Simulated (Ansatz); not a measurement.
LaBi2Au:
```yaml
crystal:
  lattice:
    - [4.69439, 0.00000, 0.00000]
    - [0.00000, 4.69439, 0.00000]
    - [0.00000, 0.00000, 10.23017]
  atoms:
    - { symbol: Bi, position: [0.50000, 0.00000, 0.82163] }
    - { symbol: Bi, position: [0.00000, 0.50000, 0.17837] }
    - { symbol: La, position: [0.00000, 0.50000, 0.76196] }
    - { symbol: La, position: [0.50000, 0.00000, 0.23804] }
    - { symbol: Bi, position: [0.00000, 0.00000, 0.50000] }
    - { symbol: Bi, position: [0.50000, 0.50000, 0.50000] }
    - { symbol: Au, position: [0.00000, 0.00000, 0.00000] }
    - { symbol: Au, position: [0.50000, 0.50000, 0.00000] }
```

Relaxed with r²SCAN. Special points in fractions of this cell's reciprocal vectors: Γ (0.000, 0.000, 0.000); X (0.000, 0.500, 0.000); M (0.500, 0.500, 0.000); Z (0.000, 0.000, 0.500); R (0.000, 0.500, 0.500); A (0.500, 0.500, 0.500).

Question: List the band energies nearest the Fermi level at these points for the program Ansatz at the r²SCAN level (PAW).

Answer: In eV from the Fermi level; about four levels below and three above (degenerate sets whole), none deeper than 8.9 eV; points with the same levels are listed once.

```
k                    below                          above
-  -----------------------  -----------------------------
Γ  -1.71 -1.71 -1.25 -0.52                 0.14 0.21 0.21
X  -0.64 -0.64 -0.61 -0.61            1.92 1.92 2.11 2.11
M  -2.19 -2.19 -1.66 -1.66            1.34 1.34 2.10 2.10
Z  -1.74 -1.74 -1.14 -0.42            0.03 0.34 0.35 0.35
R  -0.78 -0.78 -0.35 -0.35            0.19 0.19 1.56 1.56
A  -1.89 -1.89 -1.76 -1.76  1.70 1.70 2.01 2.01 2.02 2.02
```

Space group P4/nmm. The workflow started from an entry of the Crystallography Open Database (COD, 100 K). Whether it is the stable phase at ambient conditions was not checked. Symmetry was held in the r²SCAN relaxation; whether a distortion lowers the energy is not shown. Scalar-relativistic: spin–orbit coupling is off unless named, which matters more the heavier the elements.

Potentials: the later of the program's two PAW sets.
